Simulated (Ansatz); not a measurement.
LiTlS2, ordered on the zincblende lattice (P-4m2) with 4 atoms a cell, relaxed with r2SCAN, was run in Ansatz under altered settings. All numbers are computed, without spin polarisation but where a row says otherwise.

```
CELL_PARAMETERS angstrom
4.06677 0.00000 0.00000
0.00000 4.06677 0.00000
0.00000 0.00000 5.71878
ATOMIC_POSITIONS crystal
Li 0.00000 0.00000 0.00000
S 0.00000 0.50000 0.23090
Tl 0.50000 0.50000 0.50000
S 0.50000 0.00000 0.76910
```

The base run's other keys:
```yaml
kpoints:
  mp_grid: { grid: [4, 4, 4] }
hamiltonian:
  xc: pbe
scf:
  occupations: { method: fixed }
  n_extra_bands: 5
```

It takes 6 iterations with 1875 plane waves at 420 eV and 18 k points, and leaves a mean stress of +1.42 GPa. The gap over this mesh is 0.921 eV.

Outcomes, with energy and stress as changes against the base:
```csv
setting,outcome,ΔF (meV/atom),Δ mean stress (GPa),gap on the mesh (eV),iterations
basis.ecutwfc: 80,"converged, warned",+48431,-5.47,none,10
"kpoints.mp_grid.shift: [0.5, 0.5, 0.5]",converged,-11.2,-0.11,2.150,6
scf.occupations: gaussian 0.2,converged,0.0,0.00,0.921,6
scf.mixing.beta: 1.9,refused,–,–,–,–
scf.occupations: methfessel_paxton 0.05,converged,0.0,0.00,0.921,5
hamiltonian.dispersion: rvv10,refused,–,–,–,–
scf.occupations: fermi_dirac 0.5,converged,-45,+1.23,0.963,7
scf.mixing.beta: 0.05,converged,0.0,0.00,0.921,6
"kpoints.mp_grid.grid: [0, 4, 4]",refused,–,–,–,–
hamiltonian.xc: pw91,refused,–,–,–,–
hamiltonian.xc: hse6,refused,–,–,–,–
```
A dash marks a value that wasn't obtained or can't be compared. Stress is positive in compression.

- basis.ecutwfc: 80. 145 plane waves in place of 1875. The free energy moves by +48431 meV an atom, the mean stress by -5.47 GPa and the gap on the mesh by -1.565 eV (no gap is left). The basis is too small: these are errors of the cutoff. Warned: band overlap at count, cutoff below recommended, metallic iterate, unresolved pair at count.
- kpoints.mp_grid.shift: [0.5, 0.5, 0.5]. The free energy moves by -11.2 meV an atom, the mean stress by -0.11 GPa and the gap on the mesh by +1.229 eV (to 2.150). The gap changes mostly because other points are sampled; a mesh that misses a band edge overestimates it.
- scf.mixing.beta: 1.9. The input is refused before any iteration. Error: invalid value for `scf.mixing.beta`: must be finite and in (0, 1]; got 1.9
- hamiltonian.dispersion: rvv10. It is rejected at once. Error: inconsistent input (hamiltonian.dispersion, hamiltonian.xc): `dispersion: rvv10` has no transferable b for PBE exchange — Sabatini et al. (2013) fitted b=6.3 to rPW86, and the PBE refits of Peng & Perdew (2017) are task-dependent (b=6.6 S22 / b=10.0 layered). Use `xc: {exchange: rpw86, correlation […]
- scf.occupations: fermi_dirac 0.5. The free energy moves by -45 meV an atom, the mean stress by +1.23 GPa and the gap on the mesh by +0.042 eV (to 0.963). The term −TS is -157 meV an atom. A width of 0.5 eV moves electrons across a gap of 0.92 eV: this is no longer the ground state.
- kpoints.mp_grid.grid: [0, 4, 4]. It is rejected at once. Error: invalid value for `kpoints.mp_grid.grid`: each dimension must be in 1..=255
- hamiltonian.xc: pw91. It is rejected at once. Error: YAML parse error: line 14 column 7: hamiltonian.xc: unknown variant `pw91`, expected one of […]
- hamiltonian.xc: hse6. The program doesn't start. Error: YAML parse error: line 14 column 7: hamiltonian.xc: unknown variant `hse6`, expected one of […]

Within 1 meV an atom, 0.1 GPa and 0.005 eV of the base stay: scf.occupations: gaussian 0.2; scf.occupations: methfessel_paxton 0.05; scf.mixing.beta: 0.05.

Spin-orbit coupling is left out; in compounds of Pb, Bi, Tl or Hg it can lower a gap by up to about 1 eV, split its edges or invert the bands.
